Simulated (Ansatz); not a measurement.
Here is the system:

BN:
```
BN
1.0
    2.49821     0.00000     0.00000
   -1.24910     2.16351     0.00000
    0.00000     0.00000    13.74279
B N
4 4
Direct
  0.33333   0.66667   0.12020
  0.66667   0.33333   0.62020
  0.66667   0.33333   0.87980
  0.33333   0.66667   0.37980
  0.33333   0.66667   0.62026
  0.66667   0.33333   0.12026
  0.66667   0.33333   0.37974
  0.33333   0.66667   0.87974
```

This is the r²SCAN+D4-relaxed structure.

All from DFT-r²SCAN+D4 in the program Ansatz with PAW potentials, unless another level is named. Estimate the Born charges (a third of the trace).

B +2.04, N -2.04 e.

Predict the electronic dielectric constant ε∞ (DFPT).

4.32 (xx = yy), 2.46 (zz).

Give the Bader charges.

B +2.30, N -2.30 e.

Space group P6_3/mmc. The cell is a constructed one: a structure type filled with these elements. Its sites differ from those of the usual phase in this space group: another stacking or structure type. Symmetry was held in the r²SCAN+D4 relaxation; phonons on a q-mesh show weakly imaginary modes. The volume moved by 56 % from the start of the relaxation.

Potentials: the later of the program's two PAW sets.
